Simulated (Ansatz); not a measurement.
NbP in space group P6/mmm (No. 191; Nb on 3f, P on 1a, P on 2d) at seven volumes, DFT-r²SCAN in the program Ansatz with PAW potentials, shape and atoms relaxed at each. One row is withheld.

```csv
V (Å³/atom),P (GPa)
16.376,?
16.916,11.31
17.456,5.22
17.996,0.00
18.535,-4.47
19.075,-8.27
19.615,-11.51
```

### Question
Fit the shown pressures and predict the withheld one.

### Answer
P = (3/2)B₀(x^(7/2) − x^(5/2))[1 + (3/4)(B′ − 4)(x − 1)] with x = (V₀/V)^(2/3). Least squares on the six rows gives V₀ = 17.995 Å³/atom, B₀ = 160 GPa, B′ = 4.25. At V = 16.376, x = 1.0649 and P = 18.44 GPa. The run itself gave 18.41 GPa.

A made-up cell: these elements were put on the sites of a structure type; neither database checked (COD, Materials Project) lists it. COD files the formula under space group No. 141, so this cell is another polymorph or a model. Its standing as an ambient phase is unchecked. The cell was relaxed with r²SCAN under the symmetry of its start; its stability against distortions is not shown here. The run is not spin-polarised.

Potentials: the later of the program's two PAW sets.
